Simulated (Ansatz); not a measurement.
Theory: DFT PBE, scalar-relativistic, plane waves, PAW in Ansatz. All cells share a 420 eV cutoff and Γ-centred k meshes spaced at most about 0.3 Å⁻¹ (about 0.25 or finer for metals, 2π included). No spin polarisation in the final relaxations.

These are static total energies at zero pressure.

Two forms of Ir₂Pt were relaxed alike.

A.

```
CELL_PARAMETERS angstrom
0.00000 2.97902 2.97902
2.97902 0.00000 2.97902
2.97902 2.97902 0.00000
ATOMIC_POSITIONS crystal
Ir 0.25000 0.25000 0.25000
Ir 0.75000 0.75000 0.75000
Pt 0.00000 0.00000 0.00000
```

B.

```
CELL_PARAMETERS angstrom
2.70959 0.00000 0.00000
0.00000 2.70959 0.00000
0.00000 0.00000 6.48546
ATOMIC_POSITIONS crystal
Ir 0.50000 0.50000 0.31225
Ir 0.50000 0.50000 0.68775
Pt 0.00000 0.00000 0.00000
```

**Question.** Which is lower in energy, and by how much?

**Answer.** B is lower, by 0.35 eV/atom. A has the fluorite type, space group Fm-3m (No. 225), 17.6 Å³/atom and no gap on its mesh; B has space group P4/mmm (No. 123), 15.9 Å³/atom and no gap. Counting all near atoms (those within 1.25 times the shortest distance at each site; a plus sign parts nearer from farther groups), A has Ir 4+6, Pt 8 and B has Ir 1+8, Pt 12. The denser one is the lower, and pressure would at first widen the difference. Even the lower one lies +0.39 eV/atom against the reference forms of the elements (uncorrected), so neither is stable at this level. In A, around Ir lie 4 Pt at 2.58 Å and 6 Ir at 2.98 Å; Pt is surrounded by 8 Ir at 2.58 Å. In B, Ir is surrounded by 1 Ir at 2.44 Å, 4 Ir at 2.71 Å and 4 Pt at 2.79 Å; Pt is surrounded by 4 Pt at 2.71 Å and 8 Ir at 2.79 Å. Both come from invented guesses. A third cell relaxed alike, in P6/mmm, lies 87 meV/atom below the lower of the two.

These runs have no spin–orbit coupling, which can matter for Ir and Pt. Cells relaxed within their symmetry can be saddle points.
